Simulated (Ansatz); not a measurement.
B2As, before and after

A trial structure of B2As was built thus: 5-, 6-connected net, elements by coordination (C2/m, No. 12). The dimensions are guesses.

POSCAR.start

```
B As
1.0
     2.61597   -1.47402    0.00000
     2.61597    1.47402    0.00000
    -0.10844    0.00000    3.64732
B As
2 1
Direct
  0.31769 0.31769 0.68403
  0.68231 0.68231 0.31597
  0.00000 0.00000 0.00000
```

Level of theory: DFT PBE, scalar-relativistic, plane waves, PAW (Ansatz 0.2.0). Cutoff 420 eV, Gaussian smearing, Γ-centred meshes. Cell and atoms relax first on a coarse mesh and then on a finer one. In between, the cell is made exact in the group found at 0.06 Å. In metals the finer mesh still leaves noise of several meV/atom or more. The steps can't lower the symmetry of their start. No spin polarisation.

POSCAR.end

```
B As
1.0
     3.49297   -1.52504    0.00000
     3.49297    1.52504    0.00000
    -0.03693    0.00000    3.39041
B As
2 1
Cartesian
  1.4178 0.0000 1.6256
  5.5312 0.0000 1.7648
  0.0000 0.0000 0.0000
```

The symmetry stays C2/m (No. 12). The volume per atom grows by 28.4 %, from 9.4 to 12.0 Å³. The shortest distance goes from 2.05 Å (B–As) to 1.65 Å (B–B). The energy falls by about 0.85 eV/atom (the start's value is from the coarse mesh). The end is written in a standard setting, so origin, axes and order of atoms can differ from the start's.

```json
{
 "Volume per atom": "12.04 Å³",
 "Density": "4.44 g/cm³",
 "Formation energy": "+0.50 eV/atom",
 "Gap on the 16×16×14 mesh of the 3-atom cell": "0 eV (a metal)"
}
```

Formation energies are uncorrected and refer to the elements' standard structures at the same level. A positive value: parting into the elements would lower its energy.

The last run used Gaussian smearing of 0.10 eV. An odd number of electrons in the primitive cell allows no gap without spin; a larger cell or a magnetic state could open one. The cell is a metal run without spin; a magnetic state may lie lower. The reference form of As is held partly by dispersion forces, which this level lacks. Symmetry constrained the relaxation, so the result can be a saddle point. In all, the 3 runs took 4.1 min on 1 thread of Arm Neoverse V2 (shared host).
